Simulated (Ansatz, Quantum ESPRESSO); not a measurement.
This is a calculation of CaBr for Ansatz 0.2.0. Atoms were shifted at random by some hundredths of an Å from the given cell, which wasn't relaxed again for these runs. The cell comes from a database or a generator and needn't be the stable form of this composition.

The input input.yaml:

```yaml
crystal:
  lattice:
    - [4.0841480343, 0.0, 0.0]
    - [-2.0420740171, 3.5369759505, 0.0]
    - [0.0, 0.0, 9.672126]
  atoms:
    - { symbol: Br, position: [0.679405, 0.353031, 0.534876] }
    - { symbol: Br, position: [0.331661, 0.664204, 0.03561] }
    - { symbol: Ca, position: [0.675089, 0.332242, 0.845218] }
    - { symbol: Ca, position: [0.33208, 0.671236, 0.338435] }
hamiltonian:
  xc: pbe
  pseudopotentials: { kind: paw }
kpoints:
  mp_grid: { grid: [8, 8, 3] }
scf:
  occupations: { method: fermi_dirac, width: 0.05 }
output:
  forces: true
  stress: true
  eigenvalues: true
```

Potentials or basis: Ansatz PAW.

Launch:

```sh
$ ansatz run input.yaml --threads 2 --pin off --max-ram 5120MiB --backend cpu --events-out ev --progress --plain --runs-dir out
```

**Question.** Translate it to Quantum ESPRESSO 7.5. Potentials or basis there: SSSP 1.3 efficiency PBE, cutoff 748 eV.

**Answer.** As run (cutoffs and basis follow the program's own potentials, and thresholds, step limits or extra output files can differ):

The input pw.in:

```
&CONTROL
  calculation = 'scf'
  prefix = 'pwscf'
  outdir = './tmp'
  pseudo_dir = './pseudo'
  tprnfor = .true.
  tstress = .true.
  disk_io = 'nowf'
/
&SYSTEM
  ibrav = 0
  nat = 4
  ntyp = 2
  ecutwfc = 55
  ecutrho = 440
  nbnd = 25
  occupations = 'smearing'
  smearing = 'fd'
  degauss = 0.00367493
/
&ELECTRONS
  conv_thr = 8d-10
  electron_maxstep = 120
  mixing_beta = 0.5
/
ATOMIC_SPECIES
Br    79.9040 br_pbe_v1.4.uspp.F.UPF
Ca    40.0780 Ca_pbe_v1.uspp.F.UPF
CELL_PARAMETERS angstrom
   4.0841480343    0.0000000000    0.0000000000
  -2.0420740171    3.5369759505    0.0000000000
   0.0000000000    0.0000000000    9.6721260000
ATOMIC_POSITIONS crystal
Br     0.6794050000    0.3530310000    0.5348760000
Br     0.3316610000    0.6642040000    0.0356100000
Ca     0.6750890000    0.3322420000    0.8452180000
Ca     0.3320800000    0.6712360000    0.3384350000
K_POINTS automatic
8 8 3 0 0 0
```

Potentials or basis: SSSP 1.3 efficiency PBE.

Run with:

```console
$ OMP_NUM_THREADS=1 pw.x -in pw.in > pw.out
```

Both were run:

|  | Ansatz | Quantum ESPRESSO |
| --- | --- | --- |
| Pressure | 0.6 GPa | 0.6 GPa |
| Largest force | 0.301 eV/Å | 0.299 eV/Å |
| Energy over the undisturbed cell | 2.2 meV/atom | 2.2 meV/atom |

Ansatz's pressure holds a Pulay term of +0.01 GPa for its cutoff of 420 eV, which the other run lacks.

Where Ansatz's input types no cutoff or centring, it takes its own default and a Γ-centred mesh.

Pressure is positive in compression.
